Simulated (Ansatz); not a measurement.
Sn:
```cif
data_Sn2
_chemical_formula_sum 'Sn2'
_space_group_name_H-M_alt 'P 1'
_space_group_IT_number 1
_cell_length_a 4.44481
_cell_length_b 4.44481
_cell_length_c 4.44481
_cell_angle_alpha 97.516
_cell_angle_beta 97.516
_cell_angle_gamma 137.594
loop_
_space_group_symop_operation_xyz
  'x, y, z'
loop_
_atom_site_label
_atom_site_type_symbol
_atom_site_fract_x
_atom_site_fract_y
_atom_site_fract_z
_atom_site_occupancy
Sn1 Sn 0.75000 0.25000 0.50000 1
Sn2 Sn 0.00000 0.00000 0.00000 1
```

Relaxed with r²SCAN.

**Question.** Decompose the optical modes at the zone centre into irreducible representations, and say which are infrared and Raman allowed.

**Answer.** Point group 4/mmm: Γ_opt = B1g + Eg. Infrared: none. Raman: B1g, Eg.

**Question.** Assign frequencies (DFPT, DFT-r²SCAN in the program Ansatz with PAW potentials).

**Answer.** B1g 49, Eg 126 cm⁻¹.

Subscripts of B labels follow the axes of the standard setting.

Space group I4_1/amd (β-Sn type). The cell was relaxed with r²SCAN under the symmetry of its start. As this level gives no gap, phonon frequencies hold no LO–TO term and depend on the k-mesh and smearing (Fermi–Dirac, 0.1 eV here). Spin–orbit coupling is left out wherever it is not named.

Potentials: the earlier of the program's two PAW sets. The files were generated under PBE; for other functionals the program regenerates the frozen cores, and for LDA and PBEsol the local potential too.
